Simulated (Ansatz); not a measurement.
Theory: Ansatz 0.2.0, DFT PBE, scalar-relativistic, plane waves, PAW. All cells share a 420 eV cutoff and Γ-centred k meshes spaced at most about 0.3 Å⁻¹ (about 0.25 or finer for metals, 2π included). Collinear spin in cells that started with moments and kept them past the coarse steps, no spin elsewhere.

Temperature and zero-point effects are left out.

Compare these two cells of VSbS4, each relaxed at this level.

A. (site moments V 2.0 μB)

```
V Sb S
1.0
     3.31941    0.00000    0.00000
     0.00000    3.31941    0.00000
     0.00000    0.00000   10.61115
V Sb S
1 1 4
Direct
  0.00000 0.00000 0.00000
  0.50000 0.50000 0.50000
  0.00000 0.00000 0.65149
  0.00000 0.00000 0.34851
  0.50000 0.50000 0.10575
  0.50000 0.50000 0.89425
```

B. (no spin)

```
V Sb S
1.0
    -3.51542    3.51542    2.74929
     3.51542   -3.51542    2.74929
     3.51542    3.51542   -2.74929
V Sb S
1 1 4
Direct
  0.00000 0.00000 0.00000
  0.50000 0.50000 0.00000
  0.77222 0.77222 0.54444
  0.22778 0.22778 0.45556
  0.77222 0.22778 0.00000
  0.22778 0.77222 0.00000
```

Problem. Which form is favoured at zero pressure, and by what margin per atom?

Solution. A is lower, by 13 meV/atom. A has space group P4/mmm (No. 123), 19.5 Å³/atom and no gap on its mesh; B has space group I4/mmm (No. 139), 22.7 Å³/atom and no gap. Counting S or Sb atoms around V (for each partner element, those within 1.25 times its shortest distance or 1.15 times the sum of covalent radii, where it is the nearest in units of that sum or under 1.3), A has V 8 and B has V 6. A holds S–S pairs (shortest 2.24 Å); in B the shortest S–S distance is 2.78 Å. Their magnetic states differ too, which can make part of the margin. Even the lower one lies +0.05 eV/atom against the reference forms of the elements (uncorrected), so neither is stable at this level. In A, V is surrounded by 8 S at 2.60 Å, 4 V at 3.32 Å and 2 S at 3.70 Å; Sb has 8 S at 2.84 Å and 4 Sb at 3.32 Å; S on its first site is surrounded by 4 Sb at 2.84 Å, 9 S at 3.21–3.48 Å and 1 V at 3.70 Å; 1 more site not described. In B, V is surrounded by 4 S at 2.26 Å and 2 Sb at 2.75 Å; Sb has 4 S at 2.71 Å, 2 V at 2.75 Å and 8 S at 3.56 Å; S is surrounded by 1 V at 2.26 Å, 1 Sb at 2.71 Å, 2 S at 2.78 Å, 2 S at 3.20 Å and 2 Sb at 3.56 Å. Both come from invented guesses.

The k mesh leaves some 4 meV/atom of noise in the energy of each metallic cell. No dispersion correction is applied, so the spacing and binding between layers, chains or molecules are poorly described (P4/mmm), and this can change margins and order among such cells. Spin–orbit coupling, which can matter for Sb, is left out. No Hubbard U is applied to the 3d shell of V. Another magnetic order may lie lower. Trial moments died out on the coarse mesh in I4/mmm; another magnetic start might hold. Cells relaxed within their symmetry can be saddle points.
